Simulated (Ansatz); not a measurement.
A trial cell of ScAlN2, before relaxation:

```xyz
4
Lattice="2.3730 -3.2628 0.0000 2.3730 3.2628 0.0000 0.0000 0.0000 4.3261" Properties=species:S:1:pos:R:3 pbc="T T T"
Sc    2.3730    0.0000    2.1630
Al    0.0000    0.0000    2.1630
N     1.5543    0.0000    0.0000
N     3.1917    0.0000    0.0000
```

Theory: Ansatz 0.2.0, DFT PBE, scalar-relativistic, plane waves, PAW. Cutoff 420 eV, Gaussian smearing, Γ-centred meshes. Cell and atoms relax first on a coarse mesh and then on a finer one. In between, the cell is made exact in the group found at 0.06 Å. In metals the finer mesh still leaves noise of several meV/atom or more. The steps can't lower the symmetry of their start. No spin polarisation in the relaxation; trial moments died out in a coarse test.

A guess keeps its type if space group and coordination stay and the shape of the cell changes little (axis ratios within about 15 %, angles within 6°); the volume may change.

Question: Will the relaxed cell still be of the starting type?

Answer: It doesn't keep its type. The symmetry stays Cmmm (No. 65). The volume per atom grows by 6.0 %, from 16.7 to 17.8 Å³. The shortest distance goes from 1.64 Å (N–N) to 1.23 Å (N–N). Counting neighbours within 15 % of an atom's shortest distance, the start has Al 6, N 1, Sc 6 and the end Al 8, N 1, Sc 4. In detail, at the end around Sc lie 4 N at 2.22 Å, 2 Al at 2.74 Å and 2 Al at 3.03 Å; Al has 2 Sc at 2.74 Å, 4 N at 3.01 Å and 2 Sc at 3.03 Å; N has 1 N at 1.23 Å, 2 Sc at 2.22 Å and 2 Al at 3.01 Å.

```xyz
4
Lattice="2.7427 -3.0305 0.0000 2.7427 3.0305 0.0000 0.0000 0.0000 4.2736" Properties=species:S:1:pos:R:3 pbc="T T T"
Sc    2.7427    0.0000    2.1368
Al    0.0000    0.0000    2.1368
N     2.1254    0.0000    0.0000
N     3.3600    0.0000    0.0000
```

Formation energies are uncorrected and refer to the elements' standard structures at the same level (N₂ as a molecule).

Question: At what energy does it end?

Answer: +0.19 eV/atom. It can't be a ground state, since the elements alone are lower.

The last run used a 12×12×12 mesh for its 4-atom cell and Gaussian smearing of 0.10 eV. A structure relaxed within its symmetry needn't be a true minimum. Another cell of ScAlN2 relaxed alike, in P-3m1, lies 1.45 eV/atom lower, so this cell isn't the stable form at this level.
